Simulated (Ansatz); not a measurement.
# Au (fcc)

Computed with Ansatz (plane waves, PAW, 420 eV cutoff): PBE, scalar-relativistic, no spin polarisation, 18×18×18 k-mesh, Gaussian smearing of 0.05 eV; PAW files: Ansatz's generated set soft_2.

```yaml
crystal:
  lattice:
    - [0.00000, 2.07913, 2.07913]
    - [2.07913, 0.00000, 2.07913]
    - [2.07913, 2.07913, 0.00000]
  atoms:
    - { symbol: Au, position: [0.00000, 0.00000, 0.00000] }
```

Path: Γ–X–U | K–Γ–L–W–X, with Γ = (0.000, 0.000, 0.000), X = (0.500, 0.000, 0.500), U = (0.625, 0.250, 0.625), K = (0.375, 0.375, 0.750), L = (0.500, 0.500, 0.500), W = (0.500, 0.250, 0.750) in reciprocal vectors of the calculation's cell.

**Question.** Is it a metal or an insulator, and if it has a gap, where are the band edges on this path?

**Answer.** A metal: bands cross the Fermi level.

Levels between -3 and 5 eV from the Fermi level at the path's named points:
```tsv
point	below E_F (eV)	above E_F (eV)
Γ	-2.99 -2.99	
X	-1.94 -1.60 -1.60	1.19
U and K	-2.72 -2.00	3.72 4.58
L	-1.89 -1.89 -0.69	2.85
W	-1.60	4.49
```

With 19 valence electrons in the calculation's cell and no magnetic order, the bands, two electrons each, can't all be full or empty: band theory demands a metal.

Scalar-relativistic only: spin–orbit splittings of the heavy atoms' levels are missing. The relaxed cell is 6 % larger in volume than the cell of this structure in the Crystallography Open Database (16.88 Å³/atom, 1988).
